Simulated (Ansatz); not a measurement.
An elastic tensor (GPa, Voigt order, standard axes) from DFT-r²SCAN in the program Ansatz with PAW potentials:

```
  207   62.0   68.8   11.4    0.0    0.0
 62.0    207   68.8  -11.4    0.0    0.0
 68.8   68.8    241    0.0    0.0    0.0
 11.4  -11.4    0.0   58.8    0.0    0.0
  0.0    0.0    0.0    0.0   58.8   11.4
  0.0    0.0    0.0    0.0   11.4   72.3
```

Pick the material that matches.
A. Al2O3, corundum
B. Ti2O3, corundum
C. LiNbO3, R3c (Li on 6a, Nb on 6a, O on 18b)
D. MgZn2O3, P-3m1 (Mg on 1a, Zn on 2d, O on 2d, O on 1b)

C, LiNbO3, R3c (Li on 6a, Nb on 6a, O on 18b)

The r²SCAN relaxation kept the symmetry of its start. The run is not spin-polarised.

Potentials: the later of the program's two PAW sets.
